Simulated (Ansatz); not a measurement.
H₃O: forces and stress of a distorted cell

Cell: generated H₃O built from the Cu3Au structure and then distorted.

Level of theory: PBE (full-potential LAPW, scalar-relativistic, point nuclei; Ansatz). Coarse mesh: 3×3×3 Γ-centred, σ = 0.15 eV (Fermi–Dirac). For a metal, stress, forces and moments on so few k-points can be far from the converged ones. Spin-restricted. The cell's electron count is odd, so a run with spin could end lower. Labels count atoms in the order given.

```
O H
1.0
     2.63555   -0.01169   -0.02392
    -0.01169    2.54921    0.11894
    -0.02392    0.11894    2.64430
O H
1 3
Direct
  0.88947 0.83672 0.62390
  0.86382 0.46825 0.17060
  0.33625 0.92969 0.17976
  0.38977 0.42011 0.70674
```

```
atom  Fx (eV/Å)  Fy (eV/Å)  Fz (eV/Å)
  O1      0.380     -2.744     -1.546
  H2     -0.136      1.354      0.448
  H3     -0.282      0.614      0.395
  H4      0.039      0.776      0.703
```

Stress xx yy zz yz xz xy in GPa, positive in compression: 9.22 -1.64 -3.23 11.41 0.26 -4.02.

The all-electron free energy E − TS (its zero hangs on the relativistic scheme and nucleus) is -2089.003 eV, the pressure is 1.45 GPa and the largest force is 3.172 eV/Å.

All-electron DFT: HO₃

System: artificial HO₃ built from the ReO3 structure and then distorted, one atom being moved towards a neighbour.

Same method, mesh 3×3×3, Γ-centred. Spin-restricted. The cell's electron count is odd, so a run with spin could end lower.

Extended XYZ with forces in eV/Å (pressure in GPa):

```xyz
4
Lattice="3.1739 -0.0084 -0.0134 -0.0084 3.2021 0.0174 -0.0134 0.0174 3.1282" Properties=species:S:1:pos:R:3:forces:R:3 pbc="T T T" pressure=16.43
H     2.3522    2.6080    1.2994   -5.6624   -0.0686    0.4649
O     3.2416    2.5889    1.2548    6.6651   -0.3248   -0.4211
O     1.7796    4.1455    1.2195   -0.2881    0.2449   -0.3719
O     1.6685    2.5961    2.8233   -0.7146    0.1485    0.3281
```

Stress tensor (GPa, compression positive):
```
41.85 -1.59 -3.42
-1.59  3.38  0.33
-3.42  0.33  4.07
```
